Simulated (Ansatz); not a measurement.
This run works on a generated trial structure, not on a known crystal.

Input and command of a plane-wave DFT calculation in Ansatz:

```yaml
crystal:
  lattice:
    - [4.5577721678, 0.0, 0.0]
    - [-2.2788860839, 3.947146482, 0.0]
    - [0.0, 0.0, 6.0786077044]
  atoms:
    - { symbol: Si, position: [0.3333333333, 0.6666666667, 0.5] }
    - { symbol: Si, position: [0.6666666667, 0.3333333333, 0.5] }
    - { symbol: Ge, position: [0.0, 0.0, 0.0] }
    - { symbol: C, position: [0.0, 0.0, 0.7141832755] }
    - { symbol: C, position: [0.0, 0.0, 0.2858167245] }
    - { symbol: C, position: [0.0, 0.0, 0.5] }
basis:
  ecutwfc: 420
kpoints:
  mp_grid: { grid: [12, 12, 6] }
hamiltonian:
  xc: pbe
scf:
  occupations: { method: gaussian, width: 0.1 }
output:
  forces: true
  stress: true
  eigenvalues: true
relax:
  adjacent_minimum: "off"
  f_tol: 0.01
  max_steps: 80
  cell: { stress_tol: 0.05 }
```

```bash
ansatz run input.yaml --threads 1 --pin off --max-ram 2560MiB --backend cpu --events-out ev --progress --plain --runs-dir out
```

Processor: Arm Neoverse V1, 1 thread, on a host shared with other jobs.

Problem. Estimate time, memory and problem size.

Solution. About 77 s, peak memory 0.47 GiB. It solves 23 bands at 76 k points (after reduction by symmetry) with about 2211 plane waves (on the last cell), in 32 SCF iterations over 6 ionic steps.
